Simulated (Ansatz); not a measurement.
Ansatz (an electronic-structure program) input:

Ansatz 0.2 input:
```yaml
crystal:
  lattice:
    - [0.0, 2.1885725824, 2.1885725824]
    - [2.1885725824, 0.0, 2.1885725824]
    - [2.1885725824, 2.1885725824, 0.0]
  atoms:
    - { symbol: Al, position: [0.0, 0.0, 0.0] }
    - { symbol: N, position: [0.25, 0.25, 0.25] }
kpoints:
  mp_grid: { grid: [9, 9, 9] }
basis: { xc_grid: 2 }
hamiltonian:
  xc: pbesol
  pseudopotentials: { azcp: { folder: ./paw }, kind: paw }
scf:
  occupations: { method: fixed }
output:
  optics: { e_range: [0.0, 15.0], de: 0.05, sigma: 0.1, bands: { spectra_wanted_up_to: 12 eV } }
```

Output (shortened):

```
output.optics: the spectra are integrated over the Brillouin zone by k·p interpolation around the k-points, where levels, occupations, output.optics.sigma and …
Pseudopotential: Al, paw, valence charge 3
Pseudopotential: N, paw, valence charge 5
Functional definition: PBEsol
Crystal: 2 atoms, lattice volume = 20.966 Å³
Basis set: ecut = 420 eV, 411 PW (Γ), exchange–correlation on 48×48×48 points (8 copies of the dense FFT grid, shifted against one another)
Bands: 8, of which v1, the nominal top of the filled ones, is band 4 counted from 1 (3 counted from 0)
Symmetry: 24 space group operations
Space group: F-43m (ITA 216), of the structure as read, at distance tolerance 2.8e-5 Å
k-points: 35 of 729 (time reversal used)
SCF iter   1: F=—  HF=-907.262212 eV  |F-HF|=—  |Δ(HF+E_count)|=         —  Δρ=1.30e-1  dr2=4.36e0  ethr=3.10e-3  ⟨swp⟩=4.1  Hψ=1826  notcnv=0  defer=5
preconditioner: auto → none
SCF iter   2: F=—  HF=-906.132028 eV  |F-HF|=—  |Δ(HF+E_count)|=    1.13e0  Δρ=7.44e-2  dr2=6.97e-1  ethr=3.10e-3  ⟨swp⟩=2.6  Hψ=868  notcnv=0  defer=44
SCF iter   3: F=—  HF=-905.932328 eV  |F-HF|=—  |Δ(HF+E_count)|=   2.00e-1  Δρ=2.23e-2  dr2=5.33e-2  ethr=3.10e-3  ⟨swp⟩=2.3  Hψ=604  notcnv=0  defer=62
SCF iter   4: F=—  HF=-905.918184 eV  |F-HF|=—  |Δ(HF+E_count)|=   1.41e-2  Δρ=9.11e-4  dr2=7.12e-5  ethr=6.66e-4  ⟨swp⟩=2.0  Hψ=374  notcnv=0  defer=68
SCF iter   5: F=—  HF=-905.918150 eV  |F-HF|=—  |Δ(HF+E_count)|=   3.36e-5  Δρ=2.86e-4  dr2=4.69e-6  ethr=8.91e-7  ⟨swp⟩=2.1  Hψ=410  notcnv=0  defer=64
SCF iter   6: F=—  HF=-905.918148 eV  |F-HF|=—  |Δ(HF+E_count)|=   1.99e-6  Δρ=2.07e-5  dr2=4.78e-8  ethr=5.86e-8  ⟨swp⟩=2.0  Hψ=420  notcnv=0  defer=3
SCF iter   7: F=—  HF=-905.918149 eV  |F-HF|=—  |Δ(HF+E_count)|=   2.20e-7  Δρ=3.66e-6  dr2=1.30e-9  ethr=5.97e-10  ⟨swp⟩=2.0  Hψ=378  notcnv=0  defer=1
SCF iter   8: F=—  HF=-905.918149 eV  |F-HF|=—  |Δ(HF+E_count)|=  6.69e-10  Δρ=3.21e-7  dr2=1.01e-11  ethr=1.63e-11  ⟨swp⟩=2.2  Hψ=427  notcnv=0  defer=1
SCF iter   9: F=-905.918149 eV  HF=-905.918149 eV  |F-HF|=5.68e-13  |Δ(HF+E_count)|=  2.16e-12  Δρ=7.09e-8  dr2=4.90e-13  ethr=1.00e-12  ⟨swp⟩=2.7  Hψ=832  notcnv=0
SCF 1 converged in 9 iterations: F = -905.918149 eV  dr2 = 4.90e-13
NSCF: frozen V_eff on 35 k-points
Optics k sum: 0 of 35 k-points
Optics k sum: 2 of 35 k-points
Optics k sum: 4 of 35 k-points
Optics k sum: 6 of 35 k-points
Optics k sum: 7 of 35 k-points
Optics k sum: 9 of 35 k-points
Optics k sum: 11 of 35 k-points
Optics k sum: 13 of 35 k-points
Optics k sum: 14 of 35 k-points
Optics k sum: 16 of 35 k-points
Optics k sum: 18 of 35 k-points
Optics k sum: 20 of 35 k-points
Optics k sum: 21 of 35 k-points
Optics k sum: 23 of 35 k-points
Optics k sum: 25 of 35 k-points
Optics k sum: 27 of 35 k-points
Optics k sum: 28 of 35 k-points
Optics k sum: 30 of 35 k-points
Optics k sum: 32 of 35 k-points
Optics k sum: 34 of 35 k-points
Optics k sum: 35 of 35 k-points
Optics k sum: 0 of 35 k-points
Optics k sum: 2 of 35 k-points
Optics k sum: 4 of 35 k-points
Optics k sum: 6 of 35 k-points
Optics k sum: 7 of 35 k-points
Optics k sum: 9 of 35 k-points
Optics k sum: 11 of 35 k-points
Optics k sum: 13 of 35 k-points
Optics k sum: 14 of 35 k-points
Optics k sum: 16 of 35 k-points
Optics k sum: 18 of 35 k-points
Optics k sum: 20 of 35 k-points
Optics k sum: 21 of 35 k-points
Optics k sum: 23 of 35 k-points
Optics k sum: 25 of 35 k-points
Optics k sum: 27 of 35 k-points
Optics k sum: 28 of 35 k-points
Optics k sum: 30 of 35 k-points
Optics k sum: 32 of 35 k-points
Optics k sum: 34 of 35 k-points
Optics k sum: 35 of 35 k-points
NSCF: frozen V_eff on 1 k-points
NSCF: frozen V_eff on 1 k-points
NSCF: frozen V_eff on 1 k-points
NSCF: frozen V_eff on 1 k-points
output.optics: what the bands over the 11 summed would add to eps1, eps2 and the energy-loss function is held between a lower and an upper bound (7 Lanczos …
SCF converged after 9 iterations
Free energy (F): -905.918149 eV
Harris-Foulkes:  -905.918149 eV  (|F-HF|=5.68e-13)
Internal energy: -905.918149 eV  (E = F + TS)
E sigma→0 (E₀):  -905.918149 eV
Fermi energy:    6.800098 eV
--- Per-component energies (eV) ---
  E_band       = 14.063541
  E_kinetic    = 155.782371
  E_local      = -208.663794  (includes V_loc(G=0)·N_el)
  E_nonlocal   = 44.903158
  E_hartree    = 76.276193
  E_xc         = -97.915961
  E_vxc        = -106.400026  (∫ρ·V_xc dr)
  E_paw        = -580.365191  (= ΣΔE_a)
  E_vpaw       = -24.111375  (= ΣTr[D̂ρ^β])
  E_aug_tail   = 0.000826  (compensation charges beyond the density's cutoff)
  E_ewald      = -295.982989
  E_core_change = 0.047238  (= ΣΔE_core)
  E_smearing   =  0.000000  (= −TS)
  E_closure    = 0.000000  (closes the sum)
  Σ components = -905.918149   (vs F -905.918149, Δ=0.00e0)
  [band-id]    e_kinetic+e_local+e_nonlocal+2·e_hartree+e_vxc+e_vpaw+e_augmentation_tail = 14.063546   (vs E_band 14.063541, Δ=5.48e-6)
--- Band table (eV; the first three rows and the last of 35) ---
  k-point 0: bands = ["-8.1084", "6.8001", "6.8001", "6.8001", "10.8620", "19.2056", "19.2056", "19.2056"]
  k-point 1: bands = ["-7.9279", "5.8190", "6.7369", "6.7369", "11.6538", "18.7372", "19.3571", "19.3571"]
  k-point 2: bands = ["-7.4211", "3.9909", "6.5860", "6.5860", "12.8752", "17.8367", "19.1466", "19.1466"]
  k-point 34: bands = ["-5.4155", "2.6902", "3.5268", "4.4458", "12.7340", "17.6793", "18.2412", "19.5833"]
```

Cost: roughly 7 core-seconds on shared cores.

The cell was relaxed with PBEsol under the symmetry of its start.

Potentials: the earlier of the program's two PAW sets. The files were generated under PBE; for other functionals the program regenerates the frozen cores, and for LDA and PBEsol the local potential too.

Ansatz is a plane-wave DFT program.
